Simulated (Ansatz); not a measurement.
The relaxation started from an entry of Materials Project.

A relaxed cell of MgZn₂ (Cmcm (No. 63)), relaxed on a k-mesh at least as fine as the one used below. Computed with PBEsol (plane waves to 420 eV, PAW, scalar-relativistic; Ansatz, an electronic-structure program). Γ-centred k-mesh 8×8×6 on the run's cell (coarser than for final values), Fermi–Dirac smearing 0.05 eV.

```yaml
crystal:
  lattice:
    - [2.45441, -3.81464, 0.00000]
    - [2.45441, 3.81464, 0.00000]
    - [0.00000, 0.00000, 5.32282]
  atoms:
    - { symbol: Mg, position: [0.64157, 0.35843, 0.75000] }
    - { symbol: Mg, position: [0.35843, 0.64157, 0.25000] }
    - { symbol: Zn, position: [0.70660, 0.29340, 0.25000] }
    - { symbol: Zn, position: [0.29340, 0.70660, 0.75000] }
    - { symbol: Zn, position: [0.00000, 0.00000, 0.50000] }
    - { symbol: Zn, position: [0.00000, 0.00000, 0.00000] }
```

The atoms are displaced by (Å):

| atom | ux | uy | uz |
|---|---|---|---|
| Mg1 | 0.416 | 0.226 | -0.539 |
| Mg2 | 0.244 | -0.150 | 0.204 |
| Zn3 | 0.105 | -0.259 | 0.267 |
| Zn4 | -0.380 | 0.191 | -0.399 |
| Zn5 | 0.467 | -0.456 | 0.107 |
| Zn6 | -0.392 | 0.072 | -0.361 |

What forces (eV/Å) and pressure result?


| atom | Fx | Fy | Fz |
|---|---|---|---|
| Mg1 | -4.06 | 2.95 | 3.69 |
| Mg2 | -0.18 | -0.39 | -2.89 |
| Zn3 | -0.17 | -1.66 | -3.61 |
| Zn4 | 1.09 | -6.95 | 4.50 |
| Zn5 | 2.53 | 4.92 | -3.33 |
| Zn6 | 0.80 | 1.12 | 1.65 |

Pressure +20.3 GPa.

Estimate the energy cost of the displacement in the harmonic approximation and compare with the calculation.

For a harmonic well ΔE = −½ Σ F·u = 4.958 eV a cell, or 826 meV/atom. The calculated energy relative to the undisplaced cell is +0.79 eV/atom, so the harmonic estimate holds well.

From this displacement the run went on to P2₁/m (No. 11) at a tolerance of 0.01 Å, Cmcm (No. 63) at 0.1 Å, 0.11 eV/atom below it.

No spin polarisation in the result.

The run that gave the undisplaced cell could not lose the symmetry of its start.
